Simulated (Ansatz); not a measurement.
**Review of an SCF result for Ni**

The cell (2 atoms) is Ni as an experimental structure (space group Fm-3m, primitive cell doubled). Source: COD entry 9009862; the sample's temperature and pressure aren't taken into account, and it need not be the stable phase.

All numbers below come from DFT, PBE, PAW, plane waves, scalar-relativistic (Ansatz development build ahead of 0.2.0).

```yaml
crystal:
  lattice:
    - [0.0, 3.516, 3.516]
    - [1.758, 0.0, 1.758]
    - [1.758, 1.758, 0.0]
  atoms:
    - { symbol: Ni, position: [0.0, 0.0, 0.0], spin: 2.0 }
    - { symbol: Ni, position: [0.5, 0.0, 0.0], spin: -2.0 }
magnetization:
  spin_polarized: true
hamiltonian:
  xc: pbe
  pseudopotentials: { kind: paw }
basis:
  ecutwfc: 420
kpoints:
  mp_grid: { grid: [7, 14, 14] }
scf:
  occupations: { method: fermi_dirac, width: 0.1 }
  lower_state_search: "off"
output:
  forces: true
  stress: true
```

Wall time and machine: 1.5 s on 2 threads of x86-64 server CPU, with other jobs on the host, peak memory 0.44 GiB.

The end of the output:

```
SCF converged after 15 iterations
Magnetization: 0.0000 μB (18.0000 up, 18.0000 down)
Absolute magnetization: 0.0000 μB (∫|ρ↑−ρ↓|, with the PAW one-centre terms)
Spin contamination: 0.0000 ħ² per cell (⟨S²⟩ above its minimum at these occupations)
Per-site moments (μB) at R_I (Å): [(7.0962e-6, 1.0255), (-7.0962e-6, 1.0255)]
Free energy (F): -11679.428006 eV
Harris-Foulkes:  -11679.428006 eV  (|F-HF|=0.00e0)
Internal energy: -11679.250960 eV  (E = F + TS)
E sigma→0 (E₀):  -11679.339483 eV
Entropy (-TS):   -0.177046 eV (-88.523 meV/atom)
Fermi energy:    18.034185 eV
--- Forces (eV/Å), atoms counted from 1 ---
  atom   1  Ni     0.00000000    -0.00000000     0.00000000
  atom   2  Ni     0.00000000    -0.00000000     0.00000000
--- Stress (GPa, compression-positive) ---
       -0.212204      -0.000008      -0.000008
       -0.000008      -0.212204       0.000008
       -0.000008       0.000008      -0.212204
  P = ⅓ Tr σ = -0.2122 GPa (-2.122 kbar)
```

A small moment in a metal is sensitive to the mesh and the smearing.

Site moments are taken inside atomic spheres and don't add up to the total.

**Question.** Would you trust this as the ground state? If a lower solution is known, describe it.

**Answer.** No. A state 33.0 meV/atom (0.066 eV per cell) lower exists in this cell: ferromagnetic, site moments Ni1 0.65, Ni2 0.65 μB, total 1.22 μB per cell, no gap on the k-mesh. It was reached from: parallel moments, default search for lower states [Ni1 2.00, Ni2 2.00 μB]; a moment on one site alone, plain SCF [Ni1 2.00 μB]. The wrong state matters: the pressure is 0.8 GPa there against -0.2 GPa here. This multiple of the primitive cell fits some opposed orders; other multiples fit others. Only collinear orders within this cell were tried; the true ground state may need a larger cell.
